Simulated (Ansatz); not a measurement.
## What moves the field gradients of VN2: positions, functional or spin?

Cell of run 1: a measured structure from the Crystallography Open Database (COD), atoms as given.

Space group I4/mcm (No. 140); a = 4.3015, c = 4.9827 Å.

| site | Wyckoff | site symmetry | x | y | z |
| --- | --- | --- | --- | --- | --- |
| V | 4a | 422 | 0.0000 | 0.0000 | 0.2500 |
| N | 8h | m.2m | 0.6151 | 0.1151 | 0.0000 |

One atom of each set is listed; the run and its k-mesh use a cell of 6 atoms with edges of 3.93, 3.93, 3.93 Å.

Relaxed positions (PBE, cell held):

V (0.0000, 0.0000, 0.2500)
N (0.6135, 0.1135, 0.0000)

All runs are DFT with Ansatz 0.2.0 (plane waves and PAW, scalar-relativistic unless spin–orbit coupling is named, Γ-centred meshes, Fermi–Dirac smearing where given) in this cell. Start moments of run 1 as typed (μB): 1.5 on each V, none on the rest.

Run 1: PBE, parallel start moments, atoms as given; 420 eV, 11×11×11 k-points, smearing 0.05 eV.
Run 2: PBE, parallel start moments, atoms relaxed; 420 eV, 11×11×11 k-points, smearing 0.05 eV.
Run 3: r2SCAN, parallel start moments, at the relaxed atoms; 500 eV, 11×11×11 k-points, smearing 0.05 eV.

| run | V V_zz (η) | N V_zz (η) | absolute moment (μB) |
| --- | --- | --- | --- |
| 1 | -5.12 (0.00) | 6.02 (0.16) | 0.0 |
| 2 | -5.12 (0.00) | 5.74 (0.17) | 0.0 |
| 3 | ? | ? | ? |

V_zz in 10²¹ V/m².

Problem. Estimate the row of run 3.

Solution. V: -6.16 (0.00); N: 6.13 (0.17); absolute moment (μB): 1.5. It lies nearest to run 2, from whose tensors on these sites it differs by 1.04 at most (largest principal value of the difference, on V). Taken one at a time, the functional (r2SCAN with its higher cutoff) moves the tensors on these sites by up to 1.04 (largest principal value of the change, on V), the positions of the atoms (as given or relaxed) by 0.28 (N). The absolute moment differs between the runs, so they don't all stand in one spin state.

The magnetic order is the one that the run reached from its start moments, not necessarily the measured one (the real compound may not order at all). In run 3 the program didn't check the stability of the electronic state in full, so a lower one may lie near. In runs 1, 2, 3 there is no gap above 0.1 eV, so the gradients can move by 10 % or more with the k-mesh. In runs 1, 2 the start moments die out. In run 1 the atoms aren't at the calculated equilibrium (largest force 0.41 eV/Å). Run 3: The moments were started parallel, and the run ended with some of them reversed. Run 3: The run lost most of its start moments on V; a state with other moments may lie lower.
